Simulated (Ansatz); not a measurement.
Zr (hcp (Mg type)) was relaxed and computed twice in Ansatz (plane waves, PAW), once with PBE and once with PBEsol.

|  | run 1 | run 2 |
|---|---|---|
| cell | a = b = 3.2319 Å, c = 5.1715 Å, α = β = 90.00°, γ = 120.00° | a = 3.184 Å, b = 3.184 Å, c = 5.119 Å, α = 90.00°, β = 90.00°, γ = 120.00° |
| B₀ by P(V) fit (GPa) | 93.1 | 97.6 |

### Question
Which run used which functional?

### Answer
Run 1 is PBE, run 2 is PBEsol.

All cells were relaxed under the symmetry of their starts (and spin orders); stability against distortions was not tested throughout. Rows with no word on spin ran without spin polarisation. Scalar-relativistic: spin–orbit coupling is off unless named, which matters more the heavier the elements.

Potentials: the earlier of the program's two PAW sets.

Ansatz (an electronic-structure program) is a plane-wave DFT program.
